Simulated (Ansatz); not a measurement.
One stationary structure of Sb. Calculation: r2SCAN (plane waves to 500 eV, PAW, scalar-relativistic; Ansatz, a quantum-chemistry and plane-wave program).

```xyz
2
Lattice="2.1710 1.2534 3.8718 -2.1710 1.2534 3.8718 0.0000 -2.5068 3.8718" Properties=species:S:1:pos:R:3 pbc="T T T"
Sb     0.0000     0.0000     3.1200
Sb     0.0000     0.0000     8.4953
```

Problem. Find the space group and the Wyckoff positions (tolerance 0.01 Å).

Solution. Space group R-3m, hexagonal axes (No. 166); a = 4.3420 Å, b = 4.3420 Å, c = 11.6153 Å, α = 90.00°, β = 90.00°, γ = 120.00°

```tsv
atom	site	symmetry	x	y	z
Sb	6c	3m	0.0000	0.0000	0.2686
```

This is the AFLOW prototype A_hR2_166_c (A7, as in As).

Problem. Give the shortest distances between elements (the closest pairs, up to four, under 3.6 Å).

Solution. Sb–Sb 2.92 Å.

```json
{
  "volume_per_atom": "31.61 Å³",
  "density": "6.40 g/cm³",
  "band_gap": "no gap (metallic)"
}
```

No spin polarisation in the result.

The run could not lose the symmetry of its start.

It was reached from a disturbed copy of a Pm-3m (No. 221) cell (AFLOW prototype A_cP1_221_a (A_h)), against which it lies -0.06 eV/atom.
